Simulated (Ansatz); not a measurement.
BIr:
```
CELL_PARAMETERS angstrom
      2.72273     0.00000     0.00000
      0.00000     2.72273     0.00000
      0.00000     0.00000     2.72273
ATOMIC_POSITIONS crystal
  Ir 0.00000 0.00000 0.00000
  B  0.50000 0.50000 0.50000
```

Relaxed with r²SCAN. Special points in fractions of this cell's reciprocal vectors: Γ (0.000, 0.000, 0.000); X (0.000, 0.500, 0.000); M (0.500, 0.500, 0.000); R (0.500, 0.500, 0.500).

Q: List the band energies nearest the Fermi level at these points for plane-wave PAW r²SCAN (Ansatz code).

A: In eV from the Fermi level; about four levels below and three above (degenerate sets whole), none deeper than 8.9 eV; points with the same levels are listed once.

```csv
k,below,above
Γ,-7.49 -7.49 -1.53 -1.53 -1.53,1.52 1.52 1.52
X,-6.63 -5.16 -5.16 -1.20,1.00 7.63 7.63
M,-5.02 -5.02 -3.58 -3.58,0.57 3.85 4.01
R,-3.49,0.74 0.74 5.28 5.28 5.28
```

Space group Pm-3m (CsCl type). The cell is a constructed one: a structure type filled with these elements; neither database checked (COD, Materials Project) lists it. Its standing as an ambient phase is unchecked. The r²SCAN relaxation kept the symmetry of its start. At this level the phase is mechanically unstable. The run is not spin-polarised. Scalar-relativistic: spin–orbit coupling is off unless named, which matters more the heavier the elements.

Potentials: the earlier of the program's two PAW sets.
